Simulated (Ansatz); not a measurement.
**YTiGe: reading a single point**

```
CELL_PARAMETERS angstrom
0.00000 4.03817 0.00000
4.03817 0.00000 0.00000
2.01908 2.01908 -7.60859
ATOMIC_POSITIONS crystal
Ge 0.13600 0.13600 0.72800
Ge 0.86400 0.86400 0.27200
Ti 0.50000 0.00000 0.00000
Ti 0.00000 0.50000 0.00000
Y 0.33300 0.33300 0.33400
Y 0.66700 0.66700 0.66600
```

The numbers come from plane-wave PAW DFT (Ansatz): PBEsol, no spin polarisation, 420 eV, 9×9×9 Γ-centred k points, gaussian occupations (width 0.0406 eV). Nothing was relaxed.

(1) Where is the largest force?

(2) What does the stress say?

(3) What is the formation energy?

(4) Describe some of the short contacts.

(5) Is there a gap?

(6) Give the Bader charges.

Origin: a database entry at a rescaled volume. Caveats: many states at the Fermi level without spin polarisation, so a magnetic state may lie lower.

Answers

(1) The largest is on Ge1 (and as large on other atoms): 1.28 eV/Å, components (0.00, 0.00, -1.28). It makes 44° with the line to a nearest neighbour, Ti3 at 2.89 Å, pointing towards it.

(2) The pressure is -1.4 GPa (compression positive), so with the atoms held at these fractions the cell would first shrink; the forces are large, so a full relaxation may end otherwise.

(3) -0.67 eV an atom against the elements' usual phases (free molecules for gases, crystals otherwise, with no correction for O₂ or N₂), so it is bound against them; other compounds may still compete. Relaxing would lower it.

(4) Ti–Ti at 2.86 Å: least valence density 0.20 e/Å³ and ELF 0.24 there. Ge–Ti at 2.89 Å: least valence density 0.21 e/Å³ and ELF 0.23 there. Ge–Y at 2.89 Å: least valence density 0.22 e/Å³ and ELF 0.20 there. Both are smooth PAW fields, read partly inside the augmentation spheres.

(5) It is a metal, with about 9.5 states/eV a cell as the mean within 0.25 eV of the Fermi level, mostly Ti d (57 %) and Y d (29 %).

(6) Bader charges in e: Y +1.39, Ti +0.49, Ge -1.88. In the mean Y gives up most and Ge takes most.
